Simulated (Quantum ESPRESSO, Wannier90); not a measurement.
## WSe2 (P-6m2, isolated units), plane waves to Wannier functions

```
begin unit_cell_cart
ang
    3.3179398579    0.0000000000    0.0000000000
   -1.6589699289    2.8734202051    0.0000000000
    0.0000000000    0.0000000000   16.6581400000
end unit_cell_cart
begin atoms_frac
W    0.0000000000  0.0000000000  0.0000000000
Se   0.3333333333 -0.3333333333  0.0997900000
Se   0.3333333333 -0.3333333333 -0.0997900000
end atoms_frac
```

Structure: Materials Project mp-1023936, symmetrised, not relaxed again. Computed values, not measurements, from PBEsol: Quantum ESPRESSO (norm-conserving PseudoDojo potentials, cutoff 69 Ry, no spin polarisation, no spin-orbit coupling) on a Γ-centred 6×6×4 mesh, then Wannier90. Density: 12×12×1 mesh, cold smearing 0.01 Ry. The cell is built of weakly bound layers, chains or molecules, whose nearest atoms lie 13.33 Å apart, far more than in van der Waals crystals (3.2 to 4.2 Å): it describes nearly isolated units, such as a monolayer, not the bulk crystal. Spin-orbit coupling is left out although heavy elements are present.

A tight-binding model is made by disentanglement and projection with no localisation steps (num_iter = 0), so the 11 orbitals stay atom-like: hydrogen-like W: d; Se: p, axes along x, y, z; frozen window up to 3.01 eV relative to the valence-band maximum. It follows pw.x to 13 meV rms for states up to 2.5 eV relative to the valence-band maximum. Matrix elements depend on this choice of orbitals and windows.

**Question.** What are the on-site energies relative to the valence-band maximum, and how fast do the hoppings decay?

**Answer.** 
| atom | orbitals | energy (eV) |
|---|---|---|
| W1 | dz2 | -0.22 |
| W1 | dxz dyz | 0.85 |
| W1 | dx2-y2 dxy | -0.05 |
| Se2 | pz | -1.95 |
| Se2 | px py | -1.63 |
| Se3 | pz | -1.95 |
| Se3 | px py | -1.63 |

| distance of the centres (Å) | largest modulus (eV) |
|---|---|
| 2–3 | 1.5 |
| 3–4 | 1.2 |
| 4–5 | 0.22 |
| 5–6 | 0.077 |
| 6–7 | 0.094 |
| 7–8 | 0.029 |
